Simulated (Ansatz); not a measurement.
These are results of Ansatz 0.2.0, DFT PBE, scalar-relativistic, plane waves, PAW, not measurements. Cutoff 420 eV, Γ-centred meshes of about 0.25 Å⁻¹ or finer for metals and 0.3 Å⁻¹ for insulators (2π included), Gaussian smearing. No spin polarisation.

All energies are static (0 K, no zero-point motion).

Compare these two cells of Sc₃BP₂, each relaxed at this level.

1.

```yaml
crystal:
  lattice:
    - [-1.82346, 2.60126, 5.53779]
    - [1.82346, -2.60126, 5.53779]
    - [1.82346, 2.60126, -5.53779]
  atoms:
    - { symbol: Sc, position: [0.33940, 0.33940, 0.00000] }
    - { symbol: Sc, position: [0.00000, 0.00000, 0.00000] }
    - { symbol: Sc, position: [0.66060, 0.66060, 0.00000] }
    - { symbol: B, position: [0.50000, 0.00000, 0.50000] }
    - { symbol: P, position: [0.16972, 0.66972, 0.50000] }
    - { symbol: P, position: [0.83028, 0.33028, 0.50000] }
```

2.

```yaml
crystal:
  lattice:
    - [-1.84159, 1.84159, 7.76310]
    - [1.84159, -1.84159, 7.76310]
    - [1.84159, 1.84159, -7.76310]
  atoms:
    - { symbol: Sc, position: [0.83796, 0.83796, 0.00000] }
    - { symbol: Sc, position: [0.16204, 0.16204, 0.00000] }
    - { symbol: Sc, position: [0.50000, 0.50000, 0.00000] }
    - { symbol: B, position: [0.00000, 0.00000, 0.00000] }
    - { symbol: P, position: [0.33259, 0.33259, 0.00000] }
    - { symbol: P, position: [0.66741, 0.66741, 0.00000] }
```

Question: Which placement of the atoms is lower in energy, and by how much?

Answer: They are level within the accuracy (2 meV/atom apart, with cell 2 the lower in these runs). The two share one framework of sites and differ in which element sits where. Cell 1 has space group Immm (No. 71), 17.5 Å³/atom and no gap on its mesh; cell 2 has space group I4/mmm (No. 139), 17.6 Å³/atom and no gap. Counting B or P atoms around Sc (for each partner element, those within 1.25 times its shortest distance or 1.15 times the sum of covalent radii, where it is the nearest in units of that sum or under 1.3), cell 1 and cell 2 both have Sc 6. Both come from trial cells of a structure search, whose lowest cell (C2/m, 17.3 Å³/atom) lies 135 meV/atom below the lower of the two.

The k mesh leaves some 4 meV/atom of noise in the energy of each metallic cell. Trial moments fell under 0.15 μB along the way in Immm and I4/mmm; another start might hold them. Cells relaxed within their symmetry can be saddle points.
